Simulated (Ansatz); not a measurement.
Relaxed-ion elastic tensor of Y (simple cubic, space group No. 221) in GPa (Voigt order), DFT-r²SCAN in the program Ansatz with PAW potentials; density 4.29 g/cm³, 34.41 Å³ per atom.

```
 38.7   20.2   20.2    0.0    0.0    0.0
 20.2   38.7   20.2    0.0    0.0    0.0
 20.2   20.2   38.7    0.0    0.0    0.0
  0.0    0.0    0.0  -23.0    0.0    0.0
  0.0    0.0    0.0    0.0  -23.0    0.0
  0.0    0.0    0.0    0.0    0.0  -23.0
```

Question: Is the crystal mechanically stable?

Answer: No: the smallest eigenvalue of C is -23.0 GPa.

Space group Pm-3m (simple cubic). A made-up cell: these elements were put on the sites of a structure type; neither database checked (COD, Materials Project) lists it. It is not the phase usual at ambient conditions (space group No. 194). The cell keeps a stress of up to 0.2 GPa. The r²SCAN relaxation kept the symmetry of its start. At this level the phase is mechanically unstable. No spin polarisation was allowed. As this level gives no gap, shear constants depend on the k-mesh and smearing (Fermi–Dirac, 0.1 eV here).

Potentials: the later of the program's two PAW sets.
